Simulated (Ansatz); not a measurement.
Y$_{2}$TiO$_{5}$:
```yaml
crystal:
  lattice:
    - [10.34136, 0.00000, 0.00000]
    - [0.00000, 3.68718, 0.00000]
    - [0.00000, 0.00000, 11.24142]
  atoms:
    - { symbol: Y, position: [0.63623, 0.25000, 0.94360] }
    - { symbol: Y, position: [0.36377, 0.75000, 0.05640] }
    - { symbol: Y, position: [0.86377, 0.75000, 0.44360] }
    - { symbol: Y, position: [0.13623, 0.25000, 0.55640] }
    - { symbol: Y, position: [0.61570, 0.25000, 0.27685] }
    - { symbol: Y, position: [0.38430, 0.75000, 0.72315] }
    - { symbol: Y, position: [0.88430, 0.75000, 0.77685] }
    - { symbol: Y, position: [0.11570, 0.25000, 0.22315] }
    - { symbol: Ti, position: [0.67364, 0.25000, 0.61913] }
    - { symbol: Ti, position: [0.32636, 0.75000, 0.38087] }
    - { symbol: Ti, position: [0.82636, 0.75000, 0.11913] }
    - { symbol: Ti, position: [0.17364, 0.25000, 0.88087] }
    - { symbol: O, position: [0.76516, 0.25000, 0.11640] }
    - { symbol: O, position: [0.23484, 0.75000, 0.88360] }
    - { symbol: O, position: [0.73484, 0.75000, 0.61640] }
    - { symbol: O, position: [0.26516, 0.25000, 0.38360] }
    - { symbol: O, position: [0.00642, 0.25000, 0.84594] }
    - { symbol: O, position: [0.99358, 0.75000, 0.15406] }
    - { symbol: O, position: [0.49358, 0.75000, 0.34594] }
    - { symbol: O, position: [0.50642, 0.25000, 0.65406] }
    - { symbol: O, position: [0.75613, 0.25000, 0.77012] }
    - { symbol: O, position: [0.24387, 0.75000, 0.22988] }
    - { symbol: O, position: [0.74387, 0.75000, 0.27012] }
    - { symbol: O, position: [0.25613, 0.25000, 0.72988] }
    - { symbol: O, position: [0.50576, 0.75000, 0.89484] }
    - { symbol: O, position: [0.49424, 0.25000, 0.10516] }
    - { symbol: O, position: [0.99424, 0.25000, 0.39484] }
    - { symbol: O, position: [0.00576, 0.75000, 0.60516] }
    - { symbol: O, position: [0.77526, 0.75000, 0.95706] }
    - { symbol: O, position: [0.22474, 0.25000, 0.04294] }
    - { symbol: O, position: [0.72474, 0.25000, 0.45706] }
    - { symbol: O, position: [0.27526, 0.75000, 0.54294] }
```

Relaxed with r²SCAN. Special points in fractions of this cell's reciprocal vectors: Γ (0.000, 0.000, 0.000); X (0.500, 0.000, 0.000); S (0.500, 0.500, 0.000); Y (0.000, 0.500, 0.000); Z (0.000, 0.000, 0.500); U (0.500, 0.000, 0.500); R (0.500, 0.500, 0.500); T (0.000, 0.500, 0.500).

Problem. List the band energies nearest the valence-band maximum at these points for r²SCAN (plane waves, PAW; program Ansatz).

Solution. In eV from the valence-band maximum; about four levels below and three above (degenerate sets whole), none deeper than 8.9 eV; points with the same levels are listed once.

| k | below | above |
|---|---|---|
| Γ | -0.39 -0.35 -0.27 -0.16 | 3.86 3.87 4.15 |
| X | -0.35 -0.35 -0.29 -0.29 | 3.87 3.87 4.16 4.16 |
| S | -0.15 -0.15 -0.15 -0.15 | 4.33 4.33 4.33 4.33 |
| Y | -0.17 -0.17 -0.12 -0.12 | 4.28 4.28 4.39 4.39 |
| Z | -0.38 -0.38 -0.32 -0.32 | 4.01 4.01 4.02 4.02 |
| U | -0.38 -0.38 -0.36 -0.36 | 4.01 4.01 4.02 4.02 |
| R | -0.22 -0.22 -0.22 -0.22 | 4.33 4.33 4.33 4.33 |
| T | -0.23 -0.23 -0.20 -0.20 | 4.28 4.28 4.38 4.38 |

Space group Pnma. The first step of the workflow began from a Materials Project structure, measured or hypothetical; the Crystallography Open Database copy checked does not list it. Whether it is the stable phase at ambient conditions was not checked. Symmetry was held in the r²SCAN relaxation; whether a distortion lowers the energy is not shown. The run is not spin-polarised. Spin–orbit coupling is left out wherever it is not named.

Potentials: the later of the program's two PAW sets.
